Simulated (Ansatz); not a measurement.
Calculated ¹⁷O NMR of the central transition for CO2

Cell: a COD entry whose atoms were relaxed with PBE, the cell held.

Space group Pa-3 (No. 205); a = 5.6300 Å.

```
site  Wyckoff  site symmetry       x       y       z
   C       4a           .-3.  0.0000  0.0000  0.0000
   O       8c            .3.  0.1198  0.1198  0.1198
```

One atom of each set is listed.

Level of theory: DFT, r2SCAN, plane waves and PAW, scalar-relativistic, 500 eV cutoff, Γ-centred 4×4×4 k-points, Fermi–Dirac smearing 0.02 eV (Ansatz 0.2.0).

¹⁷O has I = 5/2 and Q = -25.58 mb (Pyykkö 2018); at 21.1 T its Larmor frequency is ν₀ = 121.8 MHz. Only the quadrupole interaction is simulated: positions count from each site's isotropic chemical shift, and J coupling is left out, as are shift anisotropy and dipolar coupling, which fast spinning averages.

Simulated pattern of one O site (fast magic-angle spinning, Gaussian broadening 0.1 kHz):

offset (kHz), height and a bar:
```
   -2.912          0 
   -2.797          4 #
   -2.682          6 ##
   -2.567          6 ##
   -2.452          6 ##
   -2.338          6 ##
   -2.223          7 ##
   -2.108          7 ##
   -1.993          7 ##
   -1.878         11 ###
   -1.763         75 #######################
   -1.648         74 ######################
   -1.533         53 ################
   -1.418         46 ##############
   -1.303         44 #############
   -1.189         43 #############
   -1.074         43 #############
   -0.959         44 #############
   -0.844         47 ##############
   -0.729         53 ################
   -0.614         64 ###################
   -0.499        100 ##############################
   -0.384         82 #########################
   -0.269          2 #
```

Problem. Which |C_Q| and η does the pattern imply?

Solution. The pattern spans 2.41 kHz before broadening and its centre of gravity is at -1.13 kHz, which fixes P_Q; the places of the horns and steps fix η. That gives P_Q = 4.78 MHz, |C_Q| = 4.78 MHz and η = 0.00. The sign of C_Q can't be read from the pattern.

An axis of threefold or higher order runs through O, so V_zz lies along it and η is zero.

The largest force is 0.8 eV/Å, so the atoms aren't at the calculated equilibrium and relaxing them would move these values. The database entry as given showed forces above 3 eV/Å or a pressure above 30 GPa, though relaxing it moves no atom far.

Hardware: 1 thread of Intel Xeon Platinum 8259CL CPU @ 2.50GHz (Skylake/Cascade Lake) (x86_64; 44 cores open to the job, memory cap 2.5 GiB, no GPU), a shared host with a load of 0.5 a core. Wall time 15 s, CPU time 15 s, peak memory 0.87 GiB.
